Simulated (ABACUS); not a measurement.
Band structure of MgZn3S4 (Pm, 8 atoms in the cell; from Materials Project mp-1221971, lattice scaled a little).

```yaml
crystal:
  lattice:
    - [6.35962, 0.00000, 0.00000]
    - [0.00000, 3.88338, 0.00000]
    - [-0.00531, 0.00000, 6.74342]
  atoms:
    - { symbol: Mg, position: [0.50040, 0.00000, 0.66650] }
    - { symbol: Zn, position: [0.49960, 0.50000, 0.16670] }
    - { symbol: Zn, position: [0.99930, 0.50000, 0.83650] }
    - { symbol: Zn, position: [0.99870, 0.00000, 0.32980] }
    - { symbol: S, position: [0.11300, 0.00000, 0.66540] }
    - { symbol: S, position: [0.12710, 0.50000, 0.16740] }
    - { symbol: S, position: [0.63030, 0.50000, 0.84350] }
    - { symbol: S, position: [0.62770, 0.00000, 0.32410] }
```

Method: LDA (PW92), PseudoDojo 0.4 standard norm-conserving LDA (tails mended) pseudopotentials (plane waves; ABACUS).

Settings: KPT = Gamma 2 3 2 0 0 0; basis_type = pw; dft_functional = PWLDA; ecutwfc = 84 Ry; smearing_method = fixed; potentials = PseudoDojo 0.4 standard norm-conserving LDA (tails mended); symmetry = 1; symmetry_prec = 1e-05; nbands = 53; ks_solver = dav; scf_nmax = 100; scf_thr = 1.0e-09 Ry; mixing_type = broyden; mixing_beta = 0.7.

The structure comes from a collection of computed structures, made at another level of theory; the collection holds predicted forms beside known ones. Its lattice was then scaled.

Question: Predict the gap along the standard path and the places of the band edges.

Answer: The gap along the path is 2.01 eV, direct at Γ to within 0.01 eV.

Points are given in units of this cell's reciprocal vectors. Levels in eV from the top of the valence band on the path, bands 44 to 51:
```csv
point,44,45,46,47,48,49,50,51
Γ (0 0 0),-0.74,-0.07,-0.02,0.00,2.01,3.11,3.73,4.57
Y (0 0 0.5),-0.64,-0.46,-0.45,-0.28,3.59,3.80,3.94,4.88
H (-0.5 0 0.5),-1.13,-0.95,-0.93,-0.65,3.98,4.05,4.22,4.81
C (-0.5 0 0.5),-1.13,-0.95,-0.93,-0.65,3.98,4.05,4.22,4.81
E (-0.5 0.5 0.5),-1.38,-1.31,-1.27,-1.19,3.35,3.42,3.43,4.05
M1 (-0.5 0.5 0.5),-1.38,-1.31,-1.27,-1.19,3.35,3.42,3.43,4.05
A (-0.5 0.5 0),-1.31,-1.29,-1.22,-1.05,4.19,4.31,4.35,5.13
X (-0.5 0 0),-0.51,-0.50,-0.32,-0.29,3.21,3.33,3.45,4.29
D (0 0.5 0.5),-1.48,-1.47,-0.78,-0.71,3.48,3.73,4.13,4.75
```

“Tails mended”: in these copies of the files the far tail of each local potential was reset to the Coulomb form.
